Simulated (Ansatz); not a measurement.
W (fcc, Cu type)

```yaml
crystal:
  lattice:
    - [0.00000, 1.99880, 1.99880]
    - [1.99880, 0.00000, 1.99880]
    - [1.99880, 1.99880, 0.00000]
  atoms:
    - { symbol: W, position: [0.00000, 0.00000, 0.00000] }
```

This relaxed cell (volume V₀) is scaled evenly in all directions, its shape held. Symmetry pins the atoms to their sites.

Level of theory: PBEsol (plane waves to 420 eV, PAW, scalar-relativistic; Ansatz, a quantum-chemistry and plane-wave program). k mesh 20×20×20 (Γ-centred), Fermi-Dirac smearing 0.05 eV. The energy includes the smearing's −TS. Stress and pressure are positive under compression. Spin-orbit coupling is left out, though W is heavy. This is one of several known forms of W; the measured ambient cells at hand have space group No. 229. W is run without spin polarisation. W was relaxed with its symmetry unable to fall. The zero of ΔE is the relaxed starting cell.

```
V (Å³/atom)  ΔE (eV/atom)  P (GPa)
-----------  ------------  -------
15.013         (withheld)     20.8
15.252         (withheld)     15.0
15.492         (withheld)      9.7
15.732              0.003      4.7
15.971              0.000      0.0
16.211              0.003     -4.3
16.450         (withheld)     -8.3
16.690              0.028    -12.0
16.929              0.049    -15.5
```

Problem. Some entries are withheld; supply them.

Solution. 
- 15.013, ΔE (eV/atom): 0.059
- 15.252, ΔE (eV/atom): 0.033
- 15.492, ΔE (eV/atom): 0.014
- 16.450, ΔE (eV/atom): 0.013

(Under strain, the slope of the energy per volume gives the stress and its curvature an elastic modulus.)
